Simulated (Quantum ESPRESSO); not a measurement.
In4ZrOs2Nb, a curve over strain

Computed values, not a measurement. The program is pw.x of Quantum ESPRESSO 7.5 (plane-wave density functional theory). The cell is made up: eight metal atoms on a hexagonal close-packed lattice, with elements, volume, strain and displacements drawn at random and not relaxed, so it may be unstable or far from any real phase. PseudoDojo standard norm-conserving files set the functional (PBE unless stated); there is no spin polarisation or spin-orbit coupling, the Fermi-Dirac width of 0.25 eV means electrons at about 2900 K, and the masses in the input are unused placeholders. Heavy elements are run without spin-orbit coupling, which real alloys of them have. A spin test at this wide smearing found no moment, but such smearing suppresses magnetism that the real alloy may have.

Seven runs add a strain to one cell (zz); the atoms follow the cell and are not relaxed. Stress in the table is positive in tension.

Input of the run at +0.0064:

```
&control calculation='scf', pseudo_dir='./dojo.nc.sr.pbe.v0_5.standard.upf', outdir='./o', disk_io='minimal', tprnfor=.true., tstress=.true. /
&system ibrav=0, nat=8, ntyp=4, nbnd=68, ecutwfc=82.02448710, nosym=.true., tot_charge=0,
 occupations='smearing', smearing='fd', degauss=0.0183746611
/
&electrons conv_thr=1.470e-08, electron_maxstep=70, mixing_beta=0.5 /
ATOMIC_SPECIES
In 1.0 In.upf
Nb 1.0 Nb.upf
Os 1.0 Os.upf
Zr 1.0 Zr.upf
CELL_PARAMETERS angstrom
0.0068 -0.0135 -5.0934
0.0235 5.4114 0.0149
6.3453 0.0272 -0.0087
ATOMIC_POSITIONS angstrom
In 0.0114 0.0374 0.0216
In 3.1669 0.0132 0.0061
Zr 1.5615 2.6983 0.0011
In 4.7495 2.7788 -0.0174
Os -0.0188 1.806 -2.5451
Os 3.2075 1.7768 -2.5082
In 1.6346 4.4797 -2.5043
Nb 4.7812 4.5482 -2.492
K_POINTS automatic
5 4 4 1 1 1
```

| added strain | free energy less that of the input shown (eV) | stress xx (GPa) | stress yy (GPa) | stress zz (GPa) | stress xy (GPa) | pressure (GPa) | iterations |
| --- | --- | --- | --- | --- | --- | --- | --- |
| -0.0233 | -0.4032 | 11.67 | 10.17 | 10.74 | -0.18 | -10.86 | 14 |
| -0.0186 | -0.3468 | 11.90 | 10.51 | 11.36 | -0.17 | -11.26 | 14 |
| -0.0150 | -0.3018 | 12.08 | 10.76 | 11.80 | -0.17 | -11.55 | 14 |
| -0.0077 | -0.2051 | 12.42 | 11.24 | 12.66 | -0.16 | -12.11 | 14 |
| +0.0064 | 0.0000 | 13.01 | 12.08 | 14.13 | -0.15 | -13.07 | 14 |
| +0.0107 | 0.0669 | 13.18 | 12.31 | 14.54 | -0.15 | -13.34 | 14 |
| +0.0236 | 0.2776 | 13.65 | 12.96 | 15.62 | -0.14 | -14.07 | 14 |

A cubic fit gives a slope of stress zz against the added strain of 104 GPa at zero added strain, with the atoms clamped. Across the table the energy follows the integral of the stress to 1.0 meV. A rerun of one of the cells at a higher cutoff and on a denser mesh moved values by no more than 0.003 eV in energy, 0.03 GPa in stress and 0.017 eV/Å in force, and a second program with other atomic files agreed on that cell to 2 % rms in force and 0.5 GPa in pressure.